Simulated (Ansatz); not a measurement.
A scan (energy over volume and axial ratio; atoms clamped) gave these values. Calculation: r2SCAN (plane waves to 500 eV, PAW, scalar-relativistic; Ansatz, a program for electronic structure).

| Property | Value |
|---|---|
| Shear modulus C′ = (C11 − C12)/2 (fit, atoms clamped) | 57 GPa |

Problem. Of these crystals, all scanned alike, which one is it?
A) TiC (rock salt)
B) PbSe (rock salt)
C) Ge (diamond)
D) HgTe (zinc blende)

Solution. B, PbSe (rock salt). The others have, for the shear modulus C′ = (C11 − C12)/2: HgTe 8 GPa, Ge 41 GPa, TiC 200 GPa

All were relaxed with their symmetry unable to fall. At this level the bands of HgTe touch or barely overlap. Spin-orbit coupling is left out. TiC is run without spin polarisation.

(Under strain, the slope of the energy per volume gives the stress and its curvature an elastic modulus.)
